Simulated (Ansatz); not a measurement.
RbP2Ir2 in space group I4/mmm (No. 139; Rb on 2a, P on 4e, Ir on 4d), plane-wave PAW PBE (Ansatz code), all energies at zero smearing, with the estimated change up to a 700 eV cutoff added, with one set of potentials and settings (totals compare only within such a set). Cell of 5 atoms (1 Rb, 2 P, 2 Ir): -28652.557 eV.

| element | reference phase | E (eV/atom) |
|---|---|---|
| Rb | Cmcm, 2 atoms in the cell | -3267.3525 |
| P | Cmce, 4 atoms in the cell | -755.6743 |
| Ir | Fm-3m, 1 atoms in the cell | -11935.3137 |

Formation energy per atom, worked out: (-28652.557 − 1×(-3267.3525) − 2×(-755.6743) − 2×(-11935.3137))/5 = -0.646 eV/atom (-62 kJ per mol of atoms), at 0 K, without zero-point energy or fitted corrections.

The first step of the workflow began from a Materials Project structure, measured or hypothetical; the Crystallography Open Database copy checked does not list it. Its standing as an ambient phase is unchecked. Symmetry was held in the PBE relaxation; of distortions, only those at the zone centre were tested. The run is not spin-polarised. The references are the lowest solids computed at this level, not always the standard phases. Spin–orbit coupling is left out wherever it is not named.

Potentials: the later of the program's two PAW sets.
